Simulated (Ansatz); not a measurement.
## AuSb2 (space group Pa-3), energy against volume

AuSb$_{2}$ (space group Pa-3)

```xyz
12
Lattice="6.6744 0.0000 0.0000 0.0000 6.6744 0.0000 0.0000 0.0000 6.6744" Properties=species:S:1:pos:R:3 pbc="T T T"
Sb     2.5031     0.8341     5.8403
Sb     4.1713     5.8403     0.8341
Sb     0.8341     5.8403     2.5031
Sb     5.8403     0.8341     4.1713
Sb     5.8403     2.5031     0.8341
Sb     0.8341     4.1713     5.8403
Sb     4.1713     4.1713     4.1713
Sb     2.5031     2.5031     2.5031
Au     0.0000     3.3372     3.3372
Au     3.3372     3.3372     0.0000
Au     3.3372     0.0000     3.3372
Au     0.0000     0.0000     0.0000
```

This relaxed cell (volume V₀) is scaled evenly in all directions, its shape held. The atoms relax within the cell's symmetry.

Calculation: PBEsol (plane waves to 420 eV, PAW, scalar-relativistic; Ansatz, an electronic-structure program). k mesh 6×6×6 (Γ-centred), Fermi-Dirac smearing 0.05 eV. Energies are smeared free energies. Compression counts positive. AuSb2 was relaxed with its symmetry unable to fall. Spin-orbit coupling is left out, though Au and Sb are heavy. The zero of ΔE is the relaxed starting cell.

```json
[
 {"a (Å)": "6.2975", "ΔE (eV/atom)": "0.243", "P (GPa)": "23.4"},
 {"a (Å)": "6.3959", "ΔE (eV/atom)": "0.125", "P (GPa)": "15.3"},
 {"a (Å)": "6.4914", "ΔE (eV/atom)": "0.051", "P (GPa)": "8.9"},
 {"a (Å)": "6.5842", "ΔE (eV/atom)": "0.012", "P (GPa)": "3.9"},
 {"a (Å)": "6.6744", "ΔE (eV/atom)": "0.000", "P (GPa)": "0.0"},
 {"a (Å)": "6.7622", "ΔE (eV/atom)": "0.010", "P (GPa)": "-3.1"},
 {"a (Å)": "6.8478", "ΔE (eV/atom)": "0.036", "P (GPa)": "-5.4"},
 {"a (Å)": "6.9313", "ΔE (eV/atom)": "0.076", "P (GPa)": "-7.3"},
 {"a (Å)": "7.0129", "ΔE (eV/atom)": "0.126", "P (GPa)": "-8.7"}
]
```

What the scan shows:

| Property | Value |
|---|---|
| Pressure at the smallest volume | 23.4 GPa |
| Energy cost of the largest compression | 243 meV/atom |
| Energy cost of the largest expansion | 126 meV/atom |
| Bulk modulus B₀ (third-order Birch-Murnaghan fit) | 85.9 GPa |
| Pressure derivative B₀′ (fit) | 5.1 |
| Equilibrium volume of the fit | 24.78 Å³/atom |
| Pressure for 5 % compression (fit) | 5.0 GPa |

(A scan under strain: stresses follow from slopes of the energy per volume, elastic moduli from its curvatures.)
